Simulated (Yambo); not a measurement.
Yambo run on BaTiO$_{3}$ (cubic perovskite, space group Pm-3m, No. 221). The wavefunctions come from this Quantum ESPRESSO step (LDA, PseudoDojo standard norm-conserving files, scalar-relativistic):

```
&CONTROL
  calculation = 'nscf'
  pseudo_dir = './pseudo'
  outdir = './out'
/
&SYSTEM
  ibrav = 0
  nat = 5
  ntyp = 3
  ecutwfc = 84.0
  ecutrho = 336.0
  occupations = 'fixed'
  force_symmorphic = .true.
  nbnd = 127
/
&ELECTRONS
  conv_thr = 5e-09
  diago_full_acc = .true.
  diago_thr_init = 1e-08
/
ATOMIC_SPECIES
O 15.9990 O.upf
Ti 47.8670 Ti.upf
Ba 137.3270 Ba.upf
CELL_PARAMETERS angstrom
  4.007680000000   0.000000000000   0.000000000000
  0.000000000000   4.007680000000   0.000000000000
  0.000000000000   0.000000000000   4.007680000000
ATOMIC_POSITIONS crystal
O   0.500000000000   0.000000000000   0.000000000000
O   0.000000000000   0.500000000000   0.000000000000
O   0.000000000000   0.000000000000   0.500000000000
Ti   0.000000000000   0.000000000000   0.000000000000
Ba   0.500000000000   0.500000000000   0.500000000000
K_POINTS automatic
4 4 4 0 0 0
```

Yambo input:

```
rim_cut
gw0
dyson
el_el_corr
HF_and_locXC
ppa
em1d
RandQpts= 1000000
RandGvec= 1 Ry
EXXRLvcs= 84 Ry
VXCRLvcs= 336 Ry
Chimod= "HARTREE"
% BndsRnXp
 2 | 125 |
%
NGsBlkXp= 8 Ry
% LongDrXp
 1.0 | 1.0 | 1.0 |
%
PPAPntXp= 27.2114 eV
% GbndRnge
 1 | 125 |
%
GTermKind= "BG"
DysSolver= "n"
ExtendOut
% QPkrange
 1 | 1 | 20 | 21 |
 10 | 10 | 20 | 21 |
%
```

k points by index: 1 = Γ, 10 = R.

Resulting energies as the program prints them:

```
#    K-point    Band    Eo [eV]    E [eV]    E-Eo [eV]    Vxc [eV]    Vnlxc [eV]    Sc|Eo [eV]    Sc|E [eV]    dSc/dw|Eo [eV]    Re(Z)    Im(Z)
#
    1    20    -0.115050    -0.420722    -0.305673    -19.96227    -24.77756    4.416632    4.509611    -8.273499    0.766842    -0.001479
    1    21    1.737349    2.959062    1.221713    -18.79908    -11.44706    -5.776873    -6.130315    -7.871240    0.775634    -0.001467
    10    20    0.000000    -0.280928    -0.280928    -19.69111    -24.80009    4.739436    4.828052    -8.579265    0.760290    -0.001503
    10    21    4.196052    5.477126    1.281073    -21.65711    -13.13644    -6.749675    -7.239604    -10.40182    0.723431    -0.003939
```
(The two width columns are left out.) Convergence of these settings isn't established.

Geometry of the Materials Project entry, not relaxed at this level.

This is not the ordinary phase of the substance.
